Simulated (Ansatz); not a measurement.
MgZn3O4:
```yaml
crystal:
  lattice:
    - [6.00192, 3.46247, 0.00000]
    - [-6.00192, 3.46247, 0.00000]
    - [-0.00090, 0.00000, 9.02679]
  atoms:
    - { symbol: Zn, position: [0.83048, 0.66553, 0.62470] }
    - { symbol: Zn, position: [0.16879, 0.83483, 0.87529] }
    - { symbol: O, position: [0.83562, 0.66796, 0.87493] }
    - { symbol: O, position: [0.16722, 0.83338, 0.13520] }
    - { symbol: Zn, position: [0.83529, 0.66614, 0.12531] }
    - { symbol: Mg, position: [0.16583, 0.83207, 0.37494] }
    - { symbol: O, position: [0.83239, 0.66591, 0.37505] }
    - { symbol: O, position: [0.16791, 0.83574, 0.61471] }
    - { symbol: Zn, position: [0.33448, 0.66541, 0.62505] }
    - { symbol: Zn, position: [0.66614, 0.83529, 0.87469] }
    - { symbol: O, position: [0.33265, 0.66905, 0.87491] }
    - { symbol: O, position: [0.66796, 0.83562, 0.12507] }
    - { symbol: Zn, position: [0.33117, 0.66600, 0.12488] }
    - { symbol: Zn, position: [0.66553, 0.83048, 0.37530] }
    - { symbol: O, position: [0.33208, 0.66345, 0.37517] }
    - { symbol: O, position: [0.66591, 0.83239, 0.62495] }
    - { symbol: Zn, position: [0.33391, 0.16875, 0.62516] }
    - { symbol: Zn, position: [0.66600, 0.33117, 0.87512] }
    - { symbol: O, position: [0.33249, 0.16494, 0.88544] }
    - { symbol: O, position: [0.66905, 0.33265, 0.12509] }
    - { symbol: Mg, position: [0.33428, 0.16684, 0.12495] }
    - { symbol: Zn, position: [0.66541, 0.33448, 0.37495] }
    - { symbol: O, position: [0.33186, 0.16756, 0.36450] }
    - { symbol: O, position: [0.66345, 0.33208, 0.62483] }
    - { symbol: Mg, position: [0.83207, 0.16583, 0.62506] }
    - { symbol: Mg, position: [0.16684, 0.33428, 0.87505] }
    - { symbol: O, position: [0.83338, 0.16722, 0.86480] }
    - { symbol: O, position: [0.16494, 0.33249, 0.11456] }
    - { symbol: Zn, position: [0.83483, 0.16879, 0.12471] }
    - { symbol: Zn, position: [0.16875, 0.33391, 0.37484] }
    - { symbol: O, position: [0.83574, 0.16791, 0.38529] }
    - { symbol: O, position: [0.16756, 0.33186, 0.63550] }
```

Relaxed with PBE. Special points in fractions of this cell's reciprocal vectors: Γ (0.000, 0.000, 0.000); C (0.333, 0.333, 0.000); C2 (-0.333, 0.667, 0.000); Y2 (-0.500, 0.500, 0.000); M2 (-0.500, 0.500, 0.500); D (-0.333, 0.667, 0.500); D2 (0.333, 0.333, 0.500); A (0.000, 0.000, 0.500); L2 (0.000, 0.500, 0.500); V2 (0.000, 0.500, 0.000).

**Question.** List the band energies nearest the valence-band maximum at these points for DFT-PBE in the program Ansatz with PAW potentials.

**Answer.** In eV from the valence-band maximum; about four levels below and three above (degenerate sets whole), none deeper than 8.9 eV; points with the same levels are listed once.

```csv
k,below,above
Γ,-0.34 -0.31 -0.19 -0.16,1.32 4.36 4.39
C,-0.26 -0.26 -0.04 -0.03,4.00 4.11 4.24
Y2,-0.16 -0.15 -0.15 -0.15,3.58 3.58 5.24
M2,-0.41 -0.36 -0.34 -0.32,3.86 3.95 4.16
D,-0.37 -0.33 -0.29 -0.29,4.28 4.36 4.45
A,-0.36 -0.36 -0.34 -0.34,2.60 2.60 5.10
L2,-0.41 -0.37 -0.35 -0.33,3.87 4.02 4.07
V2,-0.46 -0.15 -0.15 0.00,3.49 3.70 5.20
```

The start of the workflow was typed in or built on a structure type; neither database checked (COD, Materials Project) lists it. Whether it is the stable phase at ambient conditions was not checked. The cell was relaxed with PBE under the symmetry of its start; its stability against distortions is not shown here.

Potentials: the later of the program's two PAW sets.
